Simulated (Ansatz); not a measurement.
Hf$_{5}$Sc:
```yaml
crystal:
  lattice:
    - [5.56775, 0.00000, 0.00000]
    - [-2.78388, 4.82181, 0.00000]
    - [0.00000, 0.00000, 5.03580]
  atoms:
    - { symbol: Hf, position: [0.66088, 0.00000, 0.00000] }
    - { symbol: Hf, position: [0.33912, 0.33912, 0.00000] }
    - { symbol: Hf, position: [0.00000, 0.66088, 0.00000] }
    - { symbol: Hf, position: [0.33333, 0.66667, 0.50000] }
    - { symbol: Hf, position: [0.66667, 0.33333, 0.50000] }
    - { symbol: Sc, position: [0.00000, 0.00000, 0.50000] }
```

Relaxed with r²SCAN. Special points in fractions of this cell's reciprocal vectors: Γ (0.000, 0.000, 0.000); M (0.500, 0.000, 0.000); K (0.333, 0.333, 0.000); A (0.000, 0.000, 0.500); L (0.500, 0.000, 0.500); H (0.333, 0.333, 0.500).

Q: List the band energies nearest the Fermi level at these points for r²SCAN in the plane-wave PAW code Ansatz.

A: In eV from the Fermi level; about four levels below and three above (degenerate sets whole), none deeper than 8.9 eV; points with the same levels are listed once.

| k | below | above |
|---|---|---|
| Γ | -1.73 -1.73 -1.44 -1.31 -1.31 | 0.47 0.65 0.74 |
| M | -0.98 -0.86 -0.67 -0.64 | 1.04 1.09 1.17 |
| K | -1.36 -1.36 -0.60 -0.60 -0.49 | 1.35 1.35 1.38 |
| A | -0.21 -0.15 -0.02 -0.02 | 0.37 0.66 1.37 1.37 |
| L | -0.56 -0.52 -0.39 -0.38 | 0.53 0.60 0.76 |
| H | -0.65 -0.65 -0.65 -0.56 -0.56 -0.40 | 0.81 0.81 0.83 |

Space group P-62m. The first step of the workflow began from a Materials Project structure, measured or hypothetical; the Crystallography Open Database copy checked does not list it. With Hf and Sc taken as one species the cell has the higher symmetry P6_3/mmc, so it may be an ordered model of a mixed-site phase. Whether it is the stable phase at ambient conditions was not checked. Symmetry was held in the r²SCAN relaxation; whether a distortion lowers the energy is not shown. The run is not spin-polarised. Spin–orbit coupling is left out wherever it is not named.

Potentials: the later of the program's two PAW sets.
